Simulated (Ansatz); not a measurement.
**Slab of hcp Hf (0001), 4 layers**

The slab is cut from the hcp crystal, the stable phase, as relaxed on PAW files (20.83 Å³/atom), with 16 Å of vacuum and a dipole correction:

```
CELL_PARAMETERS angstrom
3.11737 0.00000 0.00000
-1.55869 2.69972 0.00000
0.00000 0.00000 23.42440
ATOMIC_POSITIONS crystal
Hf 0.83333 0.16667 0.34152
Hf 0.16667 0.83333 0.44717
Hf 0.83333 0.16667 0.55283
Hf 0.16667 0.83333 0.65848
```

All numbers are LDA results (scalar-relativistic) from Ansatz 0.2.0, with a Γ-centred 15×15×1 k mesh, Fermi–Dirac smearing of 0.1 eV, no spin polarisation. Methods: LAPW: all electrons, basis error target 1 meV/atom; PAW: frozen-core files, cutoff 420 eV.

The bulk energy comes from a cell in the slab's orientation on a 15×15×8 mesh. The surface energy is (E(slab) − N·E(bulk))/2A at zero smearing, the mean of both faces; thin slabs carry quantum-size effects.

Spin–orbit coupling is left out, which matters for the heavy atoms. The PAW files were made under PBE.

**Question.** As cut, the LAPW slab lies 2.188 eV above 4 atoms of bulk. What surface energy is that?

**Answer.** Over two faces of 8.42 Å² it is 130.0 meV/Å², and times 16.02 J/m² per eV/Å² that gives γ = 2.083 J/m².

| method | γ as cut (J/m²) | γ relaxed (J/m²) | Φ as cut (eV) | Φ relaxed (eV) |
| --- | --- | --- | --- | --- |
| LAPW | 2.083 | 1.955 | 4.62 | 4.58 |
| PAW | 2.083 | 1.954 | 4.62 | 4.57 |

**Question.** How do the spacings between the planes relax?

**Answer.** From the bottom face up: d12 -6.3 % of 2.475 Å, d23 +4.5 % of 2.475 Å, d34 -6.3 % of 2.475 Å.

**Question.** What changes if the images along the normal are cut off in place of the dipole correction?

**Answer.** LAPW then gives: no gap, work function 4.58 eV; PAW: no gap, work function 4.58 eV.

**Question.** A field of 0.1 V/Å is applied along the normal, atoms held. What follows?

**Answer.** LAPW finds an induced dipole of 0.0548 e·Å a cell (PAW 0.0548), that is 11.77 Å for 4πα over the area, against 7.22 Å between the outer atoms.

**Question.** A 4f core hole is made on one atom of each kind in every 1×1 cell (PAW hole dataset, neutral cell, valence without spin). What does it cost by layer?

**Answer.** layer 1 15.43 eV, layer 2 15.14 eV. Shifts between layers mean more than the absolute values, and a whole layer of holes screens otherwise than one hole.

**Question.** In the relaxed 1×1 cell, replace the outer, then the middle Hf by Ta, which changes a whole layer. What shift does this Z+1 picture give?

**Answer.** E(outer) − E(middle) = +0.31 eV by LAPW and +0.31 eV by PAW; a positive value puts the surface line at higher binding energy.
